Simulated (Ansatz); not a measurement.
In PBEsol (plane waves, PAW; program Ansatz), IrOs3 in the Cu3Au type structure (Pm-3m) relaxes to a = 3.821 Å. Os has 12 nearest neighbours from 2.70 Å (cuboctahedral); Ir has 12 nearest neighbours from 2.70 Å (cuboctahedral). Against the elements it lies at 0.082 eV/atom, with no fitted shifts.

Electronic character: metallic (no gap). Gap from PBEsol with spin–orbit coupling: none (metallic).

An equation-of-state fit gives a bulk modulus of 417 GPa. The relaxed-ion elastic constants in GPa are C11 = 701, C12 = 276, C44 = 342. The elastic constants imply a Debye temperature near 483 K. The highest mode at Γ lies at 17.2 meV.

The start of the workflow was typed in or built on a structure type; neither database checked (COD, Materials Project) lists it. Whether it is the stable phase at ambient conditions was not checked. The cell was relaxed with PBEsol under the symmetry of its start; whether a distortion lowers the energy is not shown. The run is not spin-polarised. As this level gives no gap, shear constants depend on the k-mesh and smearing (Fermi–Dirac, 0.1 eV here). The references are the lowest solids computed at this level, not always the standard phases. Scalar-relativistic: spin–orbit coupling is off unless named, which matters more the heavier the elements.

Potentials: the earlier of the program's two PAW sets. The files were generated under PBE; for other functionals the program regenerates the frozen cores, and for LDA and PBEsol the local potential too.
